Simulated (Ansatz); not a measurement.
# TlSb₄F₁₃ — XPS core lines

Cell: a structure deposited in the COD, its atoms then relaxed with PBE in this cell; a hole's nearest image is 6.6 Å away.

Space group I4/m (No. 87); a = 9.6370, c = 6.5840 Å.

| site | Wyckoff | site symmetry | x | y | z |
| --- | --- | --- | --- | --- | --- |
| Tl1 | 2b | 4/m.. | 0.0000 | 0.0000 | 0.5000 |
| Sb2 | 8h | m.. | 0.2775 | 0.9934 | 0.0000 |
| F6 | 2a | 4/m.. | 0.0000 | 0.0000 | 0.0000 |
| F7 | 8h | m.. | 0.3772 | 0.9390 | 0.5000 |
| F11 | 16i | 1 | 0.1129 | 0.7909 | 0.7789 |

One atom of each set is listed; the run and its k-mesh use a cell of 18 atoms with edges of 7.57, 7.57, 7.57 Å.

Level of theory: DFT, PBE, plane waves and PAW, scalar-relativistic, 420 eV cutoff, Γ-centred 4×4×4 k-points, fixed occupations (Ansatz 0.2.0).

Each value is a total-energy difference between the cell with one core hole and the ground state (ΔSCF), the electron removed. The valence electrons get no spin in the cell with the hole, so they can't polarise against the unpaired core electron; that puts absolute values high, by some tenths of an eV and in some cases by about 1 eV. These are bare differences without image correction or alignment, so only shifts between sites of one element carry meaning.

(1) How far do the F 1s lines of the distinct sites lie apart?

Shifts between sites are good to a few tenths of an eV; absolute PBE values can be off by an eV or more, and the 3d and 4f lines of heavy atoms by several eV. Multiplets, satellites and widths aren't calculated.

Results:

(1) 

```
line  atom                                          first shell  shift from the lowest of its kind (eV)
F 1s     6                  4 Sb at 2.67 Å; also 2 Tl at 3.29 Å                                    0.00
F 1s     7                                       1 Sb at 1.99 Å                                    1.31
F 1s    11  1 Sb at 1.97 Å; also 1 Sb at 2.91 Å, 1 Tl at 2.93 Å                                    1.51
```
